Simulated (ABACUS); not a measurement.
Consider a self-consistent single point of Hf2Ge (P-1, 6 atoms in the cell; from Materials Project mp-9939, changed as shown).

```
CELL_PARAMETERS angstrom
     -3.22447     3.22447     2.59355
      3.29027    -3.29027     2.64648
      3.29027     3.29027    -2.64648
ATOMIC_POSITIONS crystal
  Hf 0.34424 0.15576 0.50000
  Hf 0.65576 0.84424 0.50000
  Hf 0.15576 0.65576 0.81152
  Hf 0.84424 0.34424 0.18848
  Ge 0.25000 0.25000 0.00000
  Ge 0.75000 0.75000 0.00000
```

All values come from this method and carry its errors: PBEsol, numerical atomic orbitals TZP (confined pseudo-atomic orbitals with Gaussian additions; energy shift 0.003 Ry), PseudoDojo 0.4 standard norm-conserving PBEsol (tails mended) pseudopotentials in ABACUS.

ABACUS settings:

- basis = TZP numerical atomic orbitals, energy shift 0.003 Ry
- KPT = Gamma 4 4 4 0 0 0
- basis_type = lcao
- dft_functional = PBESOL
- ecutwfc = 100 Ry
- smearing_method = gaussian
- smearing_sigma = 0.00734986 Ry
- potentials = PseudoDojo 0.4 standard norm-conserving PBEsol (tails mended)
- symmetry = 1
- symmetry_prec = 1e-05
- ks_solver = genelpa
- scf_nmax = 100
- scf_thr = 1.0e-07
- mixing_type = pulay

Results:

- Number of valence electrons = 76
- Number of bands = 48
- Number of k-points after the program's reduction = 36
- Size of the basis = 212
- Number of SCF iterations = 10
- Free energy E − TS = -10995.4350 eV
- Fermi level (on the code's own zero) = 15.38 eV
- Pressure = 1.59 GPa
- Largest force (vector length) = 0.125 eV/Å

Forces (eV/Å):
```csv
atom,Fx,Fy,Fz
Hf1,0.077,0.011,0.088
Hf2,-0.077,-0.011,-0.088
Hf3,-0.023,-0.119,-0.027
Hf4,0.023,0.119,0.027
Ge5,0.011,-0.006,-0.003
Ge6,-0.011,0.006,0.003
```

Stress (GPa, positive for compression):
```
-0.03  -1.14  -1.55
-1.14   1.95   2.62
-1.55   2.62   2.86
```

For comparison: a first run was changed to give this one (lattice vector a scaled by 0.98), and from it to this one the free energy rises by 6.2 meV/atom and the pressure goes from -1.37 to 1.59 GPa.

The atom-centred basis is finite, which shifts total energies, pressures and forces against plane waves. The structure comes from a collection of computed structures, made at another level of theory; the collection holds predicted forms beside known ones. No clean gap shows at this smearing width and mesh (spacing up to 0.39 Å⁻¹); the mesh is coarse for partly filled bands, so the values carry mesh errors.

Cost on one core: very roughly 2.3 core-minutes.

The atomic orbitals were generated for these runs; they are not ABACUS's published sets and were checked against plane waves on a few crystals only.

“Tails mended”: in these copies of the files the far tail of each local potential was reset to the Coulomb form.
